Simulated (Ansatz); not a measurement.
**SrAg$_{4}$Sb$_{2}$: do energies and stresses tell the same story?**

Computed with Ansatz, DFT PBEsol, scalar-relativistic, plane waves, PAW.

Settings: cutoff 420 eV, Γ-centred mesh 12×12×12 on the computed 7-atom cell, Gaussian smearing of 0.10 eV; no spin polarisation.

Relaxed cell: R-3m, a = 4.686 Å, b = 4.686 Å, c = 24.828 Å, α = 90.00°, β = 90.00°, γ = 120.00°, 7 atoms in the primitive cell.

Energies at zero smearing and pressures from the stress tensor, at volumes with shape and atoms relaxed:
| V (Å³/atom) | E − E(first) (meV/atom) | P (GPa) |
| --- | --- | --- |
| 19.786 | 0.00 | 10.33 |
| 20.461 | -36.39 | 7.04 |
| 21.135 | -60.10 | 4.28 |
| 21.810 | -73.11 | 1.95 |
| 22.484 | -77.15 | 0.00 |
| 23.159 | -73.59 | -1.66 |
| 23.833 | -63.70 | -3.03 |
| 24.733 | -42.42 | -4.52 |

Question: Check P = −dE/dV between neighbouring volumes, and get the bulk modulus from the pressures alone.

Answer: With 1 eV/Å³ = 160.2 GPa:
| middle V (Å³/atom) | −ΔE/ΔV (GPa) | mean P (GPa) |
| --- | --- | --- |
| 20.123 | 8.643 | 8.681 |
| 20.798 | 5.632 | 5.656 |
| 21.472 | 3.091 | 3.113 |
| 22.147 | 0.959 | 0.975 |
| 22.821 | -0.845 | -0.830 |
| 23.496 | -2.351 | -2.345 |
| 24.283 | -3.790 | -3.774 |

The two differ by 0.04 GPa at most. The mean of two end pressures misses the average over a step by about ΔV² P″/12, up to 0.05 GPa here; with that taken off 0.02 GPa remains. Around V = 22.484 Å³/atom, the two neighbours give B = −V ΔP/ΔV = 22.484 × 3.61 / 1.349 = 60.2 GPa, against B0 = 59.6 GPa from the Birch–Murnaghan fit of the energies.